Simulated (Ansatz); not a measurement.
The relaxed structure here is a generated cell of TaSi2: the first start was made by a random draw of sites in a space group, and the end was not matched to a known phase here, so it may be hypothetical. Known forms of TaSi2 include space group No. 181.

A relaxed structure of TaSi$_{2}$. Calculation: r2SCAN (plane waves to 500 eV, PAW, scalar-relativistic; Ansatz, a first-principles code).

```xyz
3
Lattice="3.5133 0.0000 0.0000 0.0000 3.5133 0.0000 0.0000 0.0000 4.6417" Properties=species:S:1:pos:R:3 pbc="T T T"
Si     0.0000     0.0000     2.3208
Si     0.0000     0.0000     0.0000
Ta     1.7566     1.7566     0.0000
```

Task: Determine the symmetry and give the standard cell with its independent sites.

Result: Space group P4/mmm (No. 123); a = 3.5133 Å, b = 3.5133 Å, c = 4.6417 Å, α = 90.00°, β = 90.00°, γ = 90.00°

```json
[
 {"atom": "Si", "site": "1b", "symmetry": "4/mmm", "x": "0.0000", "y": "0.0000", "z": "0.5000"},
 {"atom": "Si", "site": "1a", "symmetry": "4/mmm", "x": "0.0000", "y": "0.0000", "z": "0.0000"},
 {"atom": "Ta", "site": "1c", "symmetry": "4/mmm", "x": "0.5000", "y": "0.5000", "z": "0.0000"}
]
```

Task: Give the shortest distances between elements (the closest pairs, up to four, under 3.6 Å).

Result: Si–Si 2.32 Å; Si–Ta 2.48 Å; Ta–Ta 3.51 Å.

The volume per atom is 19.10 Å³ and the band gap is no gap (metallic).

No spin polarisation in the result. The relaxed primitive cell holds an odd number of electrons. A magnetic state may lie lower.

The run could not lower the symmetry of its start; a shaken copy of this end point relaxes with r2SCAN to Pmmm (No. 47), 0.94 eV/atom lower.
